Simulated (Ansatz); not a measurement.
CrO2: levels along high-symmetry lines

```
Cr O
1.0
     4.42100    0.00000    0.00000
     0.00000    4.42100    0.00000
     0.00000    0.00000    2.91700
Cr O
2 4
Direct
  0.00000 0.00000 0.00000
  0.50000 0.50000 0.50000
  0.30100 0.30100 0.00000
  0.19900 0.80100 0.50000
  0.69900 0.69900 0.00000
  0.80100 0.19900 0.50000
```

Atom numbers follow the list: Cr1, Cr2, O3, O4, O5, O6.

The cell is COD entry 9007540, as deposited and not checked against the literature; nothing was relaxed.

Semilocal functionals without U often leave such compounds metallic or with too small a gap, and the real magnetic order may differ.

Other magnetic orders may lie lower; this is the state that the run reached.

The calculation used DFT, PBE, all-electron LAPW, scalar-relativistic (Ansatz 0.2.0).

Settings: a Γ-centred 6×6×9 k mesh, Fermi–Dirac smearing of 0.05 eV, basis error target 0.5 meV/atom, spin-polarised from start moments Cr1 3, Cr2 3 μB, ending with a cell moment of 4.00 μB.

Points in fractions of the reciprocal vectors of this cell: Γ (0, 0, 0), X (0, 0.5, 0), M (0.5, 0.5, 0), Z (0, 0, 0.5), R (0, 0.5, 0.5), A (0.5, 0.5, 0.5). The path joins them by straight lines in the order Γ–X–M–Γ–Z–R–A–Z–X; legs that retrace an earlier one aren't tabulated. Energies are in eV from the Fermi level.

(1) Metal or insulator at this level of theory?

(2) Tabulate bands 34 to 39 of the spin-down channel, counted from the lowest band of the run, along the path.

Answers

(1) No gap opens: metallic or semimetallic.

(2) 
```tsv
k (1/Å)	point	band 34	band 35	band 36	band 37	band 38	band 39
0.00	Γ	-1.40	-1.40	-0.93	0.90	0.96	1.23
0.18		-1.71	-1.55	-1.00	1.03	1.04	1.30
0.36		-2.18	-1.80	-1.20	1.24	1.32	1.49
0.53		-2.56	-1.88	-1.47	1.44	1.67	1.68
0.71	X	-2.91	-1.74	-1.74	1.60	1.60	1.87
0.89		-2.86	-1.87	-1.87	1.53	1.53	1.77
1.07		-2.74	-2.16	-2.16	1.33	1.33	1.55
1.24		-2.61	-2.32	-2.32	1.08	1.08	1.33
1.42	M	-2.56	-2.26	-2.26	0.96	0.96	1.25
1.67		-2.76	-2.50	-1.96	0.98	1.25	1.32
1.92		-2.30	-2.12	-1.45	1.01	1.24	1.65
2.17		-1.95	-1.62	-1.06	1.02	1.15	1.23
2.43	Γ	-1.40	-1.40	-0.93	0.90	0.96	1.23
2.70		-1.75	-1.75	-1.07	0.86	1.31	1.33
2.96		-2.50	-2.50	-1.61	0.92	1.52	1.88
3.23		-2.67	-2.67	-2.55	1.22	1.79	2.17
3.50	Z	-3.66	-2.58	-2.58	1.68	1.68	2.17
3.68		-3.45	-2.64	-2.64	1.55	1.55	2.17
3.86		-3.02	-2.69	-2.69	1.23	1.23	2.19
4.04		-3.04	-2.31	-2.31	0.87	0.87	2.20
4.21	R	-3.13	-2.09	-2.09	0.69	0.69	2.20
4.39		-2.96	-2.03	-2.03	0.76	0.76	2.21
4.57		-2.69	-1.88	-1.88	0.95	0.95	2.22
4.75		-2.51	-1.72	-1.72	1.19	1.19	2.13
4.92	A	-2.44	-1.64	-1.64	1.33	1.33	1.99
5.18		-2.48	-1.88	-1.76	0.97	1.38	1.94
5.43		-2.55	-2.52	-2.30	0.92	1.50	2.01
5.68		-3.14	-2.76	-2.57	1.35	1.63	2.17
5.93	Z	-3.66	-2.58	-2.58	1.68	1.68	2.17
6.25		-2.72	-2.66	-2.42	1.13	1.81	1.98
6.57		-2.39	-2.31	-1.59	0.89	1.64	1.93
6.90		-2.70	-1.86	-1.48	1.41	1.59	1.69
7.22	X	-2.91	-1.74	-1.74	1.60	1.60	1.87
```
